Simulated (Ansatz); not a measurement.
InPd (CsCl type, Pm-3m), a = b = c = 3.267 Å, α = β = γ = 90.00°.

Relaxed with r²SCAN.

**Question.** Tabulate the valence density and the electron localisation function along the shortest Pd–Pd contact (3.27 Å), r²SCAN in the plane-wave PAW code Ansatz.

**Answer.** 

```
distance from Pd (Å)  density (e/Å³)   ELF
--------------------  --------------  ----
0.33                           11.84  0.41
0.49                            8.62  0.54
0.65                            4.60  0.56
0.82                            1.81  0.47
0.98                            0.73  0.32
1.14                            0.37  0.21
1.31                            0.23  0.18
1.47                            0.17  0.18
1.63                            0.16  0.18
1.80                            0.17  0.18
1.96                            0.23  0.18
2.12                            0.37  0.21
2.29                            0.73  0.32
2.45                            1.81  0.47
2.61                            4.60  0.56
2.78                            8.62  0.54
2.94                           11.84  0.41
```

The density is the valence pseudo-density with augmentation charge, so density and ELF within about 1 Å of a nucleus are not all-electron values.

Symmetry was held in the r²SCAN relaxation; of distortions, only those at the zone centre were tested. No spin polarisation was allowed.

Potentials: the later of the program's two PAW sets.
